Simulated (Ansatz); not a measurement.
**KI (rock salt), scan of one atom of the cell**

Relaxed KI (rock salt):

```
CELL_PARAMETERS angstrom
      0.00000     3.59063     3.59063
      3.59063     0.00000     3.59063
      3.59063     3.59063     0.00000
ATOMIC_POSITIONS crystal
  I  0.00000 0.00000 0.00000
  K  0.50000 0.50000 0.50000
```

Scan: atom 2 (K, nearest neighbour I at 3.591 Å; its periodic images, 5.1 Å or more away, move with it) is displaced along Cartesian x, direction (1.000, 0.000, 0.000) in Cartesian axes, by s. The other atoms stay.

Calculation: PBE (plane waves to 420 eV, PAW, scalar-relativistic; Ansatz, a quantum-chemistry and plane-wave program). k mesh 7×7×7 (Γ-centred), Fermi-Dirac smearing 0.05 eV. E stands for the smeared free energy. Compression counts positive. F∥ is the force on the atom along that direction. KI was relaxed with its symmetry unable to fall. Spin-orbit coupling is left out, though I is heavy. The relaxed volume of KI is well above the measured one; the method has no dispersion term. ΔE is measured from the undisplaced structure.

```csv
s (Å),ΔE (meV/cell),F∥ (eV/Å),P (GPa)
-0.360,65.7,0.426,0.47
-0.288,39.5,0.305,0.30
-0.216,21.2,0.209,0.16
-0.144,9.1,0.130,0.07
-0.072,2.2,0.062,0.02
0.000,0.0,0.000,0.00
0.072,2.2,-0.062,0.02
0.144,9.1,-0.130,0.07
0.216,21.2,-0.209,0.16
0.288,39.5,-0.305,0.30
0.360,65.7,-0.426,0.47
```

Read from the data:

- Energy at s = 0.360 Å = 65.7 meV/cell
- Force along the line at s = -0.360 Å = 0.426 eV/Å
- Symmetry of the curve = even: the same for both signs
- Shape of the curve = a single well with its minimum at or next to zero displacement
- Force constant k = d²E/ds² at s = 0 (finite differences) = 0.85 eV/Å²
- Harmonic estimate at the end of the scan = ½ks² = 55.0 meV/cell against the computed 65.7 meV/cell, so the well is stiffer than harmonic there
- Zone-centre optical wavenumber from k (transverse: no LO-TO term) = 88 cm⁻¹

The 11 points together took very roughly 70 core-seconds.

(A displaced cell: forces are minus the slopes of the energy, force constants its curvatures, and phonons follow from these.)
